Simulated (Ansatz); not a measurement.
# Equation of state of BaTaS3

A database entry relaxed whole under r2SCAN (P6_3/mmc):

```yaml
crystal:
  lattice:
    - [6.92736, 0.00000, 0.00000]
    - [-3.46368, 5.99927, 0.00000]
    - [0.00000, 0.00000, 5.70292]
  atoms:
    - { symbol: Ba, position: [0.33333, 0.66667, 0.75000] }
    - { symbol: Ba, position: [0.66667, 0.33333, 0.25000] }
    - { symbol: Ta, position: [0.00000, 0.00000, 0.00000] }
    - { symbol: Ta, position: [0.00000, 0.00000, 0.50000] }
    - { symbol: S, position: [0.16937, 0.33874, 0.25000] }
    - { symbol: S, position: [0.83063, 0.16937, 0.75000] }
    - { symbol: S, position: [0.66126, 0.83063, 0.25000] }
    - { symbol: S, position: [0.83063, 0.66126, 0.75000] }
    - { symbol: S, position: [0.16937, 0.83063, 0.25000] }
    - { symbol: S, position: [0.33874, 0.16937, 0.75000] }
```

The cell was scaled uniformly, its shape held, and the atoms relaxed at each volume with plane-wave PAW DFT (Ansatz 0.2.0; r2SCAN, 500 eV, 6×6×6 Γ-centred mesh, fermi-dirac occupations of width 0.100 eV; no spin, no spin-orbit coupling). One row is withheld.

| volume (Å³/atom) | energy over the lowest (meV/atom) | pressure (GPa) |
| --- | --- | --- |
| 22.279 | 16.1 | 3.96 |
| 22.753 | 6.7 | 2.48 |
| 23.227 | ? | ? |
| 23.701 | 0.0 | 0.00 |
| 24.175 | 1.7 | -1.02 |
| 24.649 | 6.3 | -1.95 |
| 25.123 | 13.5 | -2.77 |

Fit the pressures of the other rows to the third-order Birch-Murnaghan form.

With f = [(V₀/V)^(2/3) − 1]/2 and P = 3B₀f(1 + 2f)^(5/2)[1 + 3(B₀′ − 4)f/2], least squares gives V₀ = 23.70 Å³ an atom, B₀ = 54.8 GPa and B₀′ = 4.9; the rows miss the fit by 0.01 GPa. The slope of the energies differs from these pressures by 0.07 GPa, since they are taken to zero smearing while pressures follow the free energy.

What does the withheld row hold?

The fit gives 1.17 GPa at 23.227 Å³; the run gave 1.18 GPa and 1.5 meV an atom.

Caveats: the shape of the cell was held, so B₀ is an upper bound where the axes differ in stiffness; 0 K, fixed nuclei; the symmetry was kept, and this need not be the phase that is stable at 0 K; one mesh for all volumes; pressure is positive in compression.
